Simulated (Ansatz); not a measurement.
ZnSnPd$_{2}$S$_{4}$: reading a single point

```yaml
crystal:
  lattice:
    - [0.00000, 5.44934, 0.00000]
    - [5.44934, 0.00000, 0.00000]
    - [2.72467, 2.72467, -5.43991]
  atoms:
    - { symbol: Pd, position: [0.00000, 0.00000, 0.00000] }
    - { symbol: Pd, position: [0.75000, 0.25000, 0.50000] }
    - { symbol: Zn, position: [0.25000, 0.75000, 0.50000] }
    - { symbol: Sn, position: [0.50000, 0.50000, 0.00000] }
    - { symbol: S, position: [0.37161, 0.88441, 0.74358] }
    - { symbol: S, position: [0.11559, 0.11519, 0.25642] }
    - { symbol: S, position: [0.88481, 0.37201, 0.74358] }
    - { symbol: S, position: [0.62799, 0.62839, 0.25642] }
```

Method: PBE, no spin polarisation; PAW, plane waves to 420 eV, 7×7×7 Γ-centred mesh, fermi-dirac occupations (width 0.1 eV) (Ansatz 0.2.0), atoms fixed.

Forces: The largest is on S5 (and as large on other atoms): 0.46 eV/Å, components (-0.02, -0.32, 0.33). It makes 35° with the line to a nearest neighbour, Zn3 at 2.34 Å, pointing towards it.
Electronic structure: It is a metal, with about 5.7 states/eV a cell as the mean within 0.25 eV of the Fermi level, mostly Pd d (45 %) and S p (44 %).
Contacts: Zn–S at 2.34 Å: least valence density 0.48 e/Å³ and ELF 0.33 there. Pd–S at 2.34 Å: least valence density 0.61 e/Å³ and ELF 0.30 there. Sn–S at 2.42 Å: least valence density 0.56 e/Å³ and ELF 0.46 there. These are pseudo-fields; inside the PAW spheres they differ from the all-electron ones.
Stress: The pressure is 6.8 GPa (compression positive), so with the atoms held at these fractions the cell would first expand.

Origin: a known structure type with other elements, at an estimated volume, so it need not be a known compound. Caveats: many states at the Fermi level without spin polarisation, so a magnetic state may lie lower.
